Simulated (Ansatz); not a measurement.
# Ga₃Sb: do energies and stresses tell the same story?

Method: DFT PBE+D3(BJ), scalar-relativistic, plane waves, PAW (Ansatz).

Plane waves to 420 eV, a k mesh through Γ of 14×14×14 on the computed 4-atom cell and Gaussian smearing (0.10 eV); no spin polarisation.

Relaxed cell: I4/mmm, a = 4.493 Å, b = 4.493 Å, c = 8.270 Å, α = 90.00°, β = 90.00°, γ = 90.00°, 4 atoms in the primitive cell. Whether it is the stable form of this composition wasn't checked.

Energies at zero smearing and pressures from the stress tensor, at volumes with shape and atoms relaxed:
| V (Å³/atom) | E − E(first) (meV/atom) | P (GPa) |
| --- | --- | --- |
| 18.364 | 0.00 | 8.90 |
| 18.990 | -29.08 | 6.04 |
| 19.616 | -47.90 | 3.66 |
| 20.242 | -58.30 | 1.69 |
| 20.868 | -61.53 | -0.01 |
| 21.494 | -58.63 | -1.45 |
| 22.120 | -50.57 | -2.65 |
| 22.955 | -33.20 | -3.96 |

Check P = −dE/dV between neighbouring volumes, and get the bulk modulus from the pressures alone.

With 1 eV/Å³ = 160.2 GPa:
```json
{"middle V (Å³/atom)": "18.677", "−ΔE/ΔV (GPa)": "7.442", "mean P (GPa)": "7.472"}
{"middle V (Å³/atom)": "19.303", "−ΔE/ΔV (GPa)": "4.816", "mean P (GPa)": "4.851"}
{"middle V (Å³/atom)": "19.929", "−ΔE/ΔV (GPa)": "2.662", "mean P (GPa)": "2.674"}
{"middle V (Å³/atom)": "20.555", "−ΔE/ΔV (GPa)": "0.825", "mean P (GPa)": "0.839"}
{"middle V (Å³/atom)": "21.181", "−ΔE/ΔV (GPa)": "-0.742", "mean P (GPa)": "-0.728"}
{"middle V (Å³/atom)": "21.807", "−ΔE/ΔV (GPa)": "-2.063", "mean P (GPa)": "-2.047"}
{"middle V (Å³/atom)": "22.538", "−ΔE/ΔV (GPa)": "-3.334", "mean P (GPa)": "-3.303"}
```

The two differ by 0.04 GPa at most. The mean of two end pressures misses the average over a step by about ΔV² P″/12, up to 0.05 GPa here; with that taken off 0.02 GPa remains. Around V = 20.868 Å³/atom, the two neighbours give B = −V ΔP/ΔV = 20.868 × 3.14 / 1.252 = 52.3 GPa, against B0 = 51.8 GPa from the Birch–Murnaghan fit of the energies.